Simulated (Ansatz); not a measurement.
**Stress against strain in CuAu$_{3}$**

```xyz
4
Lattice="3.9800 0.0000 0.0000 0.0000 3.9800 0.0000 0.0000 0.0000 3.9800" Properties=species:S:1:pos:R:3 pbc="T T T"
Cu    0.0000    0.0000    0.0000
Au    0.0000    1.9900    1.9900
Au    1.9900    0.0000    1.9900
Au    1.9900    1.9900    0.0000
```

Atoms are numbered in the order listed.

The geometry is COD entry 1510492, unchecked; take it as a test cell.

Spin–orbit coupling is left out, though it moves levels of the heavy atoms by tenths of an eV or more.

These are results of DFT, LDA, all-electron LAPW, scalar-relativistic (Ansatz 0.2.0), not measurements.

Settings: a Γ-centred 9×9×9 k mesh, Fermi–Dirac smearing of 0.05 eV, basis error target 1 meV/atom, no spin polarisation.

The strain is applied along the Cartesian axes of the cell as listed (the other components stay zero). Fractional coordinates are held (clamped ions).

σ is the change of stress from the unstrained cell, which is at -5.62 GPa; tension is positive, so slopes are stress–strain coefficients at that pressure. In a metal the k mesh adds noise.

Only quantities that a quadratic follows smoothly over the whole series are listed; rougher ones are left out.

```
    εzz  σzz (GPa)  σxx (GPa)
-0.0200      -3.85      -3.18
 0.0000       0.00       0.00
 0.0100       1.77       1.45
 0.0200       3.47       2.79
```

Q: Fit the series and read off the stiffness at zero strain.

A: Least-squares fits y = p0 + p1 x + p2 x² to the rows give σzz (GPa): p1 = 183, p2 = -460; σxx (GPa): p1 = 149, p2 = -490. So C11 = 183 GPa and C12 = 149 GPa, which gives B = (C11 + 2 C12)/3 = 160 GPa.

Q: One run, at εzz = -0.0100, is withheld. Predict its row.

A: The fits give -1.88, -1.54; the run gave -1.85, -1.54.
